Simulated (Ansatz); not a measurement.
Mn₃PdN:
```cif
data_Mn3NPd
_chemical_formula_sum 'Pd1 Mn3 N1'
_space_group_name_H-M_alt 'P 1'
_space_group_IT_number 1
_cell_length_a 3.99397
_cell_length_b 3.99397
_cell_length_c 3.99397
_cell_angle_alpha 90.000
_cell_angle_beta 90.000
_cell_angle_gamma 90.000
loop_
_space_group_symop_operation_xyz
  'x, y, z'
loop_
_atom_site_label
_atom_site_type_symbol
_atom_site_fract_x
_atom_site_fract_y
_atom_site_fract_z
_atom_site_occupancy
Pd1 Pd 0.00000 0.00000 0.00000 1
Mn1 Mn 0.00000 0.50000 0.50000 1
Mn2 Mn 0.50000 0.00000 0.50000 1
Mn3 Mn 0.50000 0.50000 0.00000 1
N1 N 0.50000 0.50000 0.50000 1
```
The run is spin-polarised; directions of the spins, atom by atom: ↑ ↑ ↑ ↑ 0.

Relaxed with r²SCAN.

Q: Which orbitals make up the states near the Fermi level in the program Ansatz at the r²SCAN level (PAW)?

A: Within 0.5 eV of the Fermi level: Mn 3d 64 %, Pd 4d 8 %, N 2p 7 %, Mn 4s 7 %, outside the projected shells 15 %. Projections are on Löwdin-orthogonalised atomic valence shells; empty p or d shells of many metals are not among them.

Q: Tabulate the density of states.

A: States/eV per cell of 5 atoms, in 0.25 eV bins, energy from the Fermi level.

```tsv
E (eV)	total	Mn 3d	Pd 4d	N 2p
-7.85	0.80	0.31	0.03	0.37
-7.60	2.02	0.63	0.03	1.00
-7.35	1.43	0.43	0.03	0.72
-7.10	1.75	0.41	0.05	0.90
-6.85	3.63	0.73	0.10	2.01
-6.60	2.79	0.59	0.07	1.41
-6.35	2.47	0.61	0.07	1.23
-6.10	2.11	0.64	0.09	1.20
-5.85	1.88	0.50	0.11	1.11
-5.60	1.57	0.37	0.10	0.93
-5.35	2.08	0.54	0.15	1.08
-5.10	2.39	0.55	0.22	1.30
-4.85	1.91	0.84	0.38	0.36
-4.60	3.59	1.92	0.74	0.39
-4.35	4.43	2.53	1.15	0.22
-4.10	5.99	3.09	2.04	0.29
-3.85	6.04	3.11	2.05	0.26
-3.60	6.63	3.82	2.25	0.14
-3.35	6.76	3.23	2.94	0.07
-3.10	10.88	4.96	5.19	0.14
-2.85	8.06	2.97	4.68	0.16
-2.60	8.43	3.99	3.81	0.25
-2.35	6.33	3.67	2.23	0.11
-2.10	6.05	3.62	2.15	0.08
-1.85	7.74	5.47	1.96	0.11
-1.60	5.38	3.58	1.38	0.11
-1.35	5.58	3.49	1.36	0.22
-1.10	4.38	2.50	0.90	0.31
-0.85	3.80	2.12	0.58	0.32
-0.60	2.87	1.50	0.28	0.29
-0.35	2.18	1.18	0.22	0.23
-0.10	4.49	3.09	0.22	0.16
0.15	1.62	1.05	0.16	0.13
0.40	1.43	0.96	0.15	0.11
0.65	1.23	0.82	0.12	0.09
0.90	1.05	0.76	0.09	0.04
1.15	1.27	0.93	0.10	0.04
1.40	3.52	2.98	0.17	0.06
1.65	4.29	3.62	0.17	0.08
1.90	4.95	3.99	0.19	0.14
2.15	6.39	5.12	0.29	0.20
2.40	3.54	2.46	0.11	0.29
2.65	6.45	5.59	0.32	0.15
2.90	3.85	2.71	0.11	0.28
3.15	3.26	2.08	0.05	0.27
3.40	3.09	2.14	0.02	0.25
3.65	4.01	3.21	0.02	0.28
3.90	5.01	4.12	0.01	0.33
4.15	2.59	1.58	0.01	0.29
4.40	1.36	0.51	0.01	0.20
4.65	1.52	0.61	0.01	0.14
```

Space group Pm-3m (anti-perovskite). The workflow started from an entry of the Crystallography Open Database (COD). Whether it is the stable phase at ambient conditions was not checked. The r²SCAN relaxation kept the symmetry of its start; whether a distortion lowers the energy is not shown. Magnetic state: ferromagnetic, the only order run, not a proven ground state. The program gave a warning on the electronic state, which may not be the lowest. No Hubbard U is applied. Scalar-relativistic: spin–orbit coupling is off unless named, which matters more the heavier the elements.

Potentials: the later of the program's two PAW sets.
